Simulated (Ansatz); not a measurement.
ZnAu:
```
CELL_PARAMETERS angstrom
      3.18661     0.00000     0.00000
      0.00000     3.18661     0.00000
      0.00000     0.00000     3.18661
ATOMIC_POSITIONS crystal
  Au 0.00000 0.00000 0.00000
  Zn 0.50000 0.50000 0.50000
```

This is the PBE-relaxed structure.

Q: All from PBE (plane waves, PAW; program Ansatz), unless another level is named. Give the Young's modulus.

A: 58.0 GPa.

Q: And the elastic constants (relaxed ions, GPa)?

A: C11 = 124, C12 = 113, C44 = 45.3.

Q: Next, the highest zone-centre frequency?

A: 129 cm⁻¹.

Space group Pm-3m (CsCl type). The PBE relaxation kept the symmetry of its start; of distortions, only those at the zone centre were tested. As this level gives no gap, shear constants depend on the k-mesh and smearing (Fermi–Dirac, 0.1 eV here). As this level gives no gap, phonon frequencies hold no LO–TO term and depend on the k-mesh and smearing (Fermi–Dirac, 0.1 eV here). Spin–orbit coupling is left out wherever it is not named.

Potentials: the later of the program's two PAW sets.
